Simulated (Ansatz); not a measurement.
# What DFT gives for CsSeI$_{3}$

```
Cs I Se
1.0
     4.09651    7.09536    0.00000
    -4.09651    7.09536    0.00000
     0.00000    0.00000    6.83155
Cs I Se
2 6 2
Direct
  0.33330 0.33340 0.25000
  0.66660 0.66670 0.75000
  0.16900 0.66200 0.75000
  0.33800 0.83100 0.25000
  0.16900 0.16900 0.75000
  0.83100 0.33800 0.25000
  0.66200 0.16900 0.75000
  0.83100 0.83100 0.25000
  0.00000 0.00000 0.00000
  0.00000 0.00000 0.50000
```

Method: PBE, no spin polarisation; PAW, plane waves to 420 eV, 5×5×5 Γ-centred mesh, gaussian occupations (width 0.2699 eV) (Ansatz 0.2.0), atoms fixed.

**Contacts.** I–Se at 2.94 Å: least valence density 0.29 e/Å³ and ELF 0.41 there. Se–Se at 3.42 Å: least valence density 0.10 e/Å³ and ELF 0.07 there. Cs–I at 4.10 Å: least valence density 0.04 e/Å³ and ELF 0.03 there. Both are smooth PAW fields, read partly inside the augmentation spheres.
**Stress.** The pressure is 2.4 GPa (compression positive), so with the atoms held at these fractions the cell would first expand; the forces are large, so a full relaxation may end otherwise.
**Charges.** Bader charges in e: Cs +0.81, Se +0.04, I -0.28. In the mean Cs gives up most and I takes most.
**At the Fermi level.** It is a metal on this mesh, though the bands barely overlap, with about 11 states/eV a cell as the mean within 0.25 eV of the Fermi level, mostly Se p (50 %) and I p (43 %).
**Forces.** The largest is on I3 (and as large on other atoms): 0.88 eV/Å, components (0.76, -0.44, 0.00). It makes 145° with the line to a nearest neighbour, Se9 at 2.94 Å, pointing away from it.

Origin: a known structure type with other elements, at an estimated volume, so it need not be a known compound. Caveats: many states at the Fermi level without spin polarisation, so a magnetic state may lie lower; the Fermi level lies in a narrow band between gaps, which spin or distortion may split; wide smearing.
